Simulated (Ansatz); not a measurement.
Here is the system:

Cd:
```cif
data_Cd3
_chemical_formula_sum 'Cd3'
_space_group_name_H-M_alt 'R-3m :H'
_space_group_IT_number 166
_space_group_name_Hall '-R 3 2"'
_cell_length_a 3.26232
_cell_length_b 3.26232
_cell_length_c 7.13684
_cell_angle_alpha 90.000
_cell_angle_beta 90.000
_cell_angle_gamma 120.000
loop_
_atom_site_label
_atom_site_type_symbol
_atom_site_symmetry_multiplicity
_atom_site_Wyckoff_symbol
_atom_site_fract_x
_atom_site_fract_y
_atom_site_fract_z
_atom_site_occupancy
Cd1 Cd 3 a 0.00000 0.00000 0.00000 1
```
(The calculation used a cell of 1 atom; values per cell refer to that cell.)

This is the r²SCAN-relaxed structure.

Problem. All from plane-wave PAW r²SCAN (Ansatz code), unless another level is named. Estimate the density of states at the Fermi level.

Solution. 0.33 states/eV per atom (mean over ±0.08 eV).

Problem. Give the gap with spin–orbit coupling.

Solution. none (metallic).

The workflow started from a Materials Project entry (that database holds measured and hypothetical structures alike); the Crystallography Open Database copy checked does not list it. It is not the phase usual at ambient conditions (space group No. 194). The cell was relaxed with r²SCAN under the symmetry of its start. At this level the phase is mechanically unstable. Scalar-relativistic: spin–orbit coupling is off unless named, which matters more the heavier the elements.

Potentials: the later of the program's two PAW sets.
